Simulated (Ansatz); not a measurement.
B6As:
```cif
data_As2B12
_chemical_formula_sum 'B12 As2'
_space_group_name_H-M_alt 'P 1'
_space_group_IT_number 1
_cell_length_a 5.29922
_cell_length_b 5.29922
_cell_length_c 5.29922
_cell_angle_alpha 70.578
_cell_angle_beta 70.578
_cell_angle_gamma 70.578
loop_
_space_group_symop_operation_xyz
  'x, y, z'
loop_
_atom_site_label
_atom_site_type_symbol
_atom_site_fract_x
_atom_site_fract_y
_atom_site_fract_z
_atom_site_occupancy
B1 B 0.01568 0.01568 0.32466 1
B2 B 0.98432 0.98432 0.67534 1
B3 B 0.32466 0.01568 0.01568 1
B4 B 0.67534 0.98432 0.98432 1
B5 B 0.01568 0.32466 0.01568 1
B6 B 0.98432 0.67534 0.98432 1
B7 B 0.82180 0.27259 0.82180 1
B8 B 0.17820 0.72741 0.17820 1
B9 B 0.82180 0.82180 0.27259 1
B10 B 0.17820 0.17820 0.72741 1
B11 B 0.27259 0.82180 0.82180 1
B12 B 0.72741 0.17820 0.17820 1
As1 As 0.60080 0.60080 0.60080 1
As2 As 0.39920 0.39920 0.39920 1
```

Relaxed with PBEsol.

**Question.** Which orbitals make up the states near the band edges in the program Ansatz at the PBEsol level (PAW)?

**Answer.** Top 1 eV of the valence band: B 2p 78 %, As 4p 16 %, B 2s 5 %. Bottom 1 eV of the conduction band: B 2p 49 %, As 4p 32 %, B 2s 8 %, As 4s 6 %, outside the projected shells 5 %. Projections are on Löwdin-orthogonalised atomic valence shells; empty p or d shells of many metals are not among them.

**Question.** Tabulate the density of states.

**Answer.** States/eV per cell of 14 atoms, in 0.25 eV bins, energy from the valence-band maximum.

```tsv
E (eV)	total	B 2p	As 4p	B 2s
-7.85	0.00	0.00	0.00	0.00
-7.60	0.25	0.15	0.04	0.05
-7.35	2.43	1.59	0.22	0.57
-7.10	4.81	3.21	0.35	1.17
-6.85	3.24	2.16	0.30	0.70
-6.60	2.94	1.96	0.28	0.63
-6.35	3.74	2.43	0.43	0.79
-6.10	4.16	2.62	0.57	0.87
-5.85	3.32	2.19	0.37	0.67
-5.60	6.46	4.02	0.92	1.32
-5.35	3.66	2.48	0.32	0.71
-5.10	4.23	2.84	0.40	0.75
-4.85	2.00	1.31	0.24	0.37
-4.60	2.01	1.36	0.24	0.32
-4.35	2.90	2.05	0.39	0.42
-4.10	2.77	1.85	0.63	0.25
-3.85	3.31	2.12	0.89	0.26
-3.60	3.59	2.22	1.06	0.26
-3.35	4.17	2.57	1.24	0.30
-3.10	3.65	2.35	0.97	0.29
-2.85	5.81	4.00	1.22	0.52
-2.60	7.47	5.52	1.06	0.79
-2.35	6.38	4.79	1.03	0.48
-2.10	7.58	6.02	1.05	0.42
-1.85	6.62	5.11	1.06	0.37
-1.60	6.18	4.52	1.11	0.49
-1.35	6.11	4.25	1.40	0.40
-1.10	7.61	5.44	1.73	0.38
-0.85	7.26	5.50	1.31	0.39
-0.60	4.37	3.32	0.82	0.20
-0.35	4.98	4.00	0.69	0.25
-0.10	1.98	1.76	0.10	0.12
0.15	0.00	0.00	0.00	0.00
0.40	0.00	0.00	0.00	0.00
0.65	0.00	0.00	0.00	0.00
0.90	0.00	0.00	0.00	0.00
1.15	0.00	0.00	0.00	0.00
1.40	0.00	0.00	0.00	0.00
1.65	0.00	0.00	0.00	0.00
1.90	0.00	0.00	0.00	0.00
2.15	0.00	0.00	0.00	0.00
2.40	0.00	0.00	0.00	0.00
2.65	0.03	0.01	0.01	0.00
2.90	0.50	0.21	0.17	0.05
3.15	1.37	0.57	0.53	0.12
3.40	2.22	1.15	0.66	0.15
3.65	2.96	1.79	0.71	0.18
3.90	3.75	2.19	0.89	0.27
4.15	3.08	1.87	0.54	0.32
4.40	2.01	1.25	0.20	0.30
4.65	6.45	4.24	0.56	0.82
4.90	5.44	3.55	0.57	0.64
5.15	4.71	2.79	0.77	0.56
5.40	3.82	2.15	0.60	0.51
5.65	2.96	1.74	0.36	0.37
5.90	4.40	2.38	0.65	0.59
6.15	4.95	2.39	0.75	0.96
6.40	4.34	2.03	0.65	0.93
6.65	6.53	2.94	1.21	1.26
6.90	5.22	2.68	0.84	0.89
7.15	3.99	1.98	0.61	0.74
7.40	4.20	2.06	0.60	0.74
```

Space group R-3m. The workflow started from a Materials Project entry (that database holds measured and hypothetical structures alike); the Crystallography Open Database copy checked does not list it. Whether it is the stable phase at ambient conditions was not checked. The PBEsol relaxation kept the symmetry of its start; phonons on a q-mesh show no instability. Spin–orbit coupling is left out wherever it is not named.

Potentials: the later of the program's two PAW sets.
